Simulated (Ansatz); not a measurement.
Sb$_{2}$Os:
Space group Pnnm (No. 58); a = 5.9668 Å, b = 6.7228 Å, c = 3.2426 Å, α = 90.00°, β = 90.00°, γ = 90.00°

```json
[
 {"atom": "Sb", "site": "4g", "symmetry": "..m", "x": "0.1819", "y": "0.3589", "z": "0.0000"},
 {"atom": "Os", "site": "2a", "symmetry": "..2/m", "x": "0.0000", "y": "0.0000", "z": "0.0000"}
]
```

Relaxed with r²SCAN.

Question: Tabulate the valence density and the electron localisation function along the shortest Os–Os contact (3.24 Å), r²SCAN in the plane-wave PAW code Ansatz.

Answer: 

```csv
distance from Os (Å),density (e/Å³),ELF
0.32,7.52,0.57
0.49,5.86,0.65
0.65,3.45,0.57
0.81,1.56,0.37
0.97,0.68,0.19
1.13,0.39,0.16
1.30,0.28,0.23
1.46,0.24,0.35
1.62,0.23,0.42
1.78,0.24,0.35
1.95,0.28,0.23
2.11,0.39,0.16
2.27,0.68,0.19
2.43,1.56,0.37
2.59,3.45,0.57
2.76,5.86,0.65
2.92,7.52,0.57
```

The density is the valence pseudo-density with augmentation charge, so density and ELF within about 1 Å of a nucleus are not all-electron values.

The workflow started from a Materials Project entry (that database holds measured and hypothetical structures alike); the Crystallography Open Database files this formula in space group No. 58, but the cells were not matched. Its standing as an ambient phase is unchecked. The cell was relaxed with r²SCAN under the symmetry of its start; whether a distortion lowers the energy is not shown. The run is not spin-polarised. Scalar-relativistic: spin–orbit coupling is off unless named, which matters more the heavier the elements.

Potentials: the later of the program's two PAW sets.
